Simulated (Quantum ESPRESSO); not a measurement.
# Planted mistakes on one cell of ZrW2O6FN

Calculated results; nothing here was measured. They come from pw.x of Quantum ESPRESSO 7.5, a plane-wave density functional program, with PseudoDojo standard norm-conserving files (v0.5 for PBE, v0.4.1 for LDA and PBEsol). The cells are made up: elements, strain and atom displacements were drawn at random, and nothing was relaxed. There is no spin polarisation, spin-orbit coupling or dispersion term.

The cell has 12 sites of a rutile lattice (two cells along c). Sites 1 to 4 hold Zr W W empty; sites 5 to 12 hold O F O N O O O O. Cell vectors in Å: (4.802, -0.005, -0.032); (-0.005, 4.702, 0.057); (-0.042, 0.075, 6.229). Settings: PBE, cutoff 1143 eV, 5 x 5 x 4 k mesh shifted by half a step, Fermi-Dirac smearing of 0.025 eV.

The intended run has a self-consistency threshold of 1e-07 eV, a smearing term of 0.000 eV, a pressure of -10.68 GPa and 22 iterations. Each further run changes one thing: atoms of sites 5 and 6 exchanged; cutoff 572 eV; k mesh 1 x 1 x 1; one electron removed; smearing 0.54 eV; threshold 0.2 eV. A coarse mesh keeps the shift, and a charged cell sits in a uniform background.

```
run  change of free energy (eV)  smearing term -TS (eV)  change of P (GPa)  largest change of a force component (eV/Å)  iterations
  A                      -0.351                   0.000              -0.24                                       5.299          21
  B                       0.131                   0.000              -3.46                                       0.232           8
  C                      16.343                   0.000             -66.99                                       0.197          20
  D                      -1.150                  -3.238               3.40                                       1.079          20
  E                      -7.881                  -0.018             -16.18                                       1.554          23
  F                       0.425                   0.000               0.66                                       1.225          23
```

A rerun of the intended cell at 1467 eV and k mesh 7 x 7 x 6 moved values by no more than 0.007 eV in the cell's energy, 0.02 GPa in stress and 0.003 eV/Å in force.

Question: which change belongs to which run?

## Worked reading

Run B has the fewest iterations, as a run stopped early does. Run D has the largest smearing term, as wide smearing gives. Run C has a higher energy and the largest fall in pressure, as too small a basis gives. Energies from files of another functional, or of a charged cell, have another zero and say nothing on stability; the pressure of a charged cell rests on the program's zero of potential too.

## Key

```
run                            change
  A  atoms of sites 5 and 6 exchanged
  B                  threshold 0.2 eV
  C                     cutoff 572 eV
  D                  smearing 0.54 eV
  E              one electron removed
  F                  k mesh 1 x 1 x 1
```